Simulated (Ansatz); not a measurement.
Relaxed-ion elastic tensor of LaLuO₃ (cubic perovskite, Pm-3m) in GPa (Voigt order), DFT-LDA in the program Ansatz with PAW potentials; density 8.39 g/cm³, 14.32 Å³ per atom.

```
      1     2     3     4     5     6
-  ----  ----  ----  ----  ----  ----
1   378  55.3  55.3   0.0   0.0   0.0
2  55.3   378  55.3   0.0   0.0   0.0
3  55.3  55.3   378   0.0   0.0   0.0
4   0.0   0.0   0.0  50.8   0.0   0.0
5   0.0   0.0   0.0   0.0  50.8   0.0
6   0.0   0.0   0.0   0.0   0.0  50.8
```

Problem. Is the crystal mechanically stable?

Solution. Yes: the smallest eigenvalue of C is 50.8 GPa.

Problem. Work out the Voigt, Reuss and Hill averages.

Solution. K_V = 163, K_R = 163, K_H = 163; G_V = 95.1, G_R = 70.0, G_H = 82.5 GPa.

Problem. Give Young's modulus, Poisson's ratio, Pugh's ratio and the universal anisotropy index.

Solution. E = 9KG/(3K + G) = 212 GPa; ν = 0.28; K/G = 1.97 (ductile by the Pugh limit of 1.75); A_U = 5G_V/G_R + K_V/K_R − 6 = 1.79.

Problem. Estimate the sound speeds and the Debye temperature.

Solution. v_l = √((K + 4G/3)/ρ) = 5700 m/s, v_t = √(G/ρ) = 3140 m/s, mean 3500 m/s; Θ = (h/k)(3n/4πV)^(1/3) v_m = 429 K.

Problem. Give the Zener ratio and Young's modulus along [100], [110] and [111].

Solution. A = 2C44/(C11 − C12) = 0.32; 1/E = S11 − 2(S11 − S12 − S44/2)Γ with Γ = 0, 1/4, 1/3 gives 364, 164, 138 GPa.

A made-up cell: these elements were put on the sites of a structure type; neither database checked (COD, Materials Project) lists it. Its standing as an ambient phase is unchecked. The LDA relaxation kept the symmetry of its start. At this level the phase is dynamically unstable (imaginary phonons). Scalar-relativistic: spin–orbit coupling is off unless named, which matters more the heavier the elements.

Potentials: the later of the program's two PAW sets.
